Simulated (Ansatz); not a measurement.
**PmP (CsCl-type structure)**

Method: PBEsol, scalar-relativistic; collinear spin; PAW, 600 eV, 10×10×10 k-mesh, Gaussian smearing of 0.05 eV; code Ansatz; PAW files: Ansatz's generated set soft_2.

```cif
data_structure
_symmetry_space_group_name_H-M 'P 1'
_symmetry_Int_Tables_number 1
_cell_length_a 3.4928
_cell_length_b 3.4928
_cell_length_c 3.4928
_cell_angle_alpha 90.000
_cell_angle_beta 90.000
_cell_angle_gamma 90.000
_cell_volume 42.61
loop_
_atom_site_label
_atom_site_type_symbol
_atom_site_fract_x
_atom_site_fract_y
_atom_site_fract_z
_atom_site_occupancy
Pm1 Pm 0.00000 0.00000 0.00000 1
P1 P 0.50000 0.50000 0.50000 1
```

This is a trial structure: such lanthanide and actinide compounds mostly take the rock-salt structure.

Magnetic state: ferromagnetic, site spin moments Pm 4.28; P -0.16 μB.

Cell and atoms are those of this level's equilibrium.

The electronic state has lower symmetry than the lattice and leaves a non-hydrostatic stress of up to 0.8 GPa in this cell.

Path: Γ–X–M–Γ–R–X | R–M, with Γ = (0.000, 0.000, 0.000), X = (0.000, 0.500, 0.000), M = (0.500, 0.500, 0.000), R = (0.500, 0.500, 0.500) in reciprocal vectors of the calculation's cell.

Levels between -5 and 3 eV from the Fermi level at the path's named points:
| point | spin | below E_F (eV) | above E_F (eV) |
| --- | --- | --- | --- |
| Γ | up | -0.79 -0.70 -0.70 -0.66 -0.66 -0.35 -0.27 -0.27 | 0.21 1.43 1.52 1.52 |
| Γ | down | -0.18 -0.18 | 0.35 0.35 0.41 2.54 2.54 2.56 2.98 |
| X | up | -4.64 -0.69 -0.68 -0.67 -0.54 -0.48 -0.29 | 0.13 0.14 0.29 0.53 |
| X | down | -4.48 -0.61 -0.60 | 1.22 1.99 2.22 2.44 2.51 2.80 2.97 |
| M | up | -2.18 -2.18 -0.67 -0.38 -0.32 -0.10 -0.10 -0.04 | 0.11 0.26 2.22 2.62 2.63 |
| M | down | -1.99 -1.97 | 0.52 0.58 2.23 2.32 2.91 |
| R | up | -4.08 -4.07 -4.07 -0.47 -0.43 -0.43 -0.19 | 0.12 0.12 0.43 |
| R | down | -4.01 -4.00 -4.00 | 2.26 2.26 2.67 2.85 |

By these bands, is it a metal or an insulator, and if it has a gap, where are the band edges on this path?

A metal: bands cross the Fermi level.

Formal charges Pm³⁺, P³⁻ leave Pm³⁺ with an open 4f⁴ shell. Nothing in this functional splits the part-filled shell enough, so f states lie at the Fermi level.

Without a U the open 4f shell is pinned at the Fermi level, an artefact: in the real crystal it splits into occupied and empty levels away from it, and its large orbital moment is missing here. For elements this heavy, spin–orbit coupling would shift levels and gaps; it isn't included here. The run wasn't fully tested for a lower electronic state. The order of the orbitals lowers the symmetry, along an axis that is one of several equivalent ones. Site moments are of spin, integrated over atomic spheres. The run holds 0.6 f electrons more on Pm than the trivalent ion has, so it is between trivalent and divalent here. In such compounds it is trivalent as a rule, so this state is likely an artefact, and the extra f charge swells the ion. No antiparallel order was tried.

The open shells may stand above their lowest state, and forces and pressures are less sure for it.
